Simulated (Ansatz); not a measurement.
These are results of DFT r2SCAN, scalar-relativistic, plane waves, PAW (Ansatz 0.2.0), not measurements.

Structure of WSe$_{2}$:

```yaml
crystal:
  lattice:
    - [3.31460, 0.00000, 0.00000]
    - [-1.65730, 2.87052, 0.00000]
    - [0.00000, 0.00000, 36.53700]
  atoms:
    - { symbol: W, position: [0.66667, 0.33333, 0.90627] }
    - { symbol: W, position: [0.66667, 0.33333, 0.28129] }
    - { symbol: W, position: [0.33333, 0.66667, 0.71871] }
    - { symbol: W, position: [0.33333, 0.66667, 0.09373] }
    - { symbol: Se, position: [0.33333, 0.66667, 0.95175] }
    - { symbol: Se, position: [0.33333, 0.66667, 0.32675] }
    - { symbol: Se, position: [0.66667, 0.33333, 0.76419] }
    - { symbol: Se, position: [0.66667, 0.33333, 0.13920] }
    - { symbol: Se, position: [0.33333, 0.66667, 0.86080] }
    - { symbol: Se, position: [0.33333, 0.66667, 0.23581] }
    - { symbol: Se, position: [0.66667, 0.33333, 0.67325] }
    - { symbol: Se, position: [0.66667, 0.33333, 0.04825] }
```

Settings: cutoff 500 eV, Γ-centred mesh 12×12×1 on the computed 12-atom cell, Gaussian smearing of 0.02 eV; no spin polarisation.

Levels along Γ–M–K–Γ–A–L–H–A | L–M | H–K, in eV from a zero inside the gap, sorted by energy at each point. Points in fractions of the primitive reciprocal vectors: Γ (0.000 0.000 0.000), M (0.500 0.000 0.000), K (0.333 0.333 0.000), A (0.000 0.000 0.500), L (0.500 0.000 0.500), H (0.333 0.333 0.500).
```tsv
point	k (1/Å, with 2π)	band 89	band 90	band 91	band 92	band 93	band 94	band 95
Γ	0.000	-1.41	-1.13	-0.88	-0.73	2.18	2.18	2.18
-	0.547	-1.86	-1.82	-1.80	-1.79	1.01	1.17	1.38
M	1.094	-1.95	-1.94	-1.91	-1.90	1.60	1.60	1.61
-	1.410	-1.37	-1.33	-1.29	-1.25	1.32	1.34	1.36
K	1.726	-0.96	-0.92	-0.88	-0.85	0.75	0.75	0.75
-	2.358	-1.75	-1.74	-1.73	-1.72	0.73	0.88	1.08
Γ	2.990	-1.41	-1.13	-0.88	-0.73	2.18	2.18	2.18
-	3.033	-1.41	-1.13	-0.88	-0.73	2.18	2.18	2.18
A	3.076	-1.41	-1.13	-0.88	-0.73	2.18	2.18	2.18
-	3.623	-1.86	-1.82	-1.80	-1.79	1.01	1.17	1.38
L	4.170	-1.95	-1.94	-1.91	-1.90	1.60	1.60	1.61
-	4.486	-1.37	-1.33	-1.29	-1.25	1.32	1.34	1.36
H	4.802	-0.96	-0.92	-0.88	-0.85	0.75	0.75	0.75
-	5.434	-1.75	-1.74	-1.73	-1.72	0.73	0.88	1.08
A	6.066	-1.41	-1.13	-0.88	-0.73	2.18	2.18	2.18
L	6.066	-1.95	-1.94	-1.91	-1.90	1.60	1.60	1.61
-	6.109	-1.95	-1.94	-1.91	-1.90	1.60	1.60	1.61
M	6.152	-1.95	-1.94	-1.91	-1.90	1.60	1.60	1.61
H	6.152	-0.96	-0.92	-0.88	-0.85	0.75	0.75	0.75
-	6.195	-0.96	-0.92	-0.88	-0.85	0.75	0.75	0.75
K	6.238	-0.96	-0.92	-0.88	-0.85	0.75	0.75	0.75
```

Spin-orbit coupling is left out, which matters for the bands of heavy elements. The cell holds layers, and r2SCAN describes their binding at middle range but leaves out its long-range dispersion part.

This form isn't the usual stable structure of the compound.

Cost: 1 run of about 19 core-minutes, on AMD EPYC (Zen 3) (shared hosts).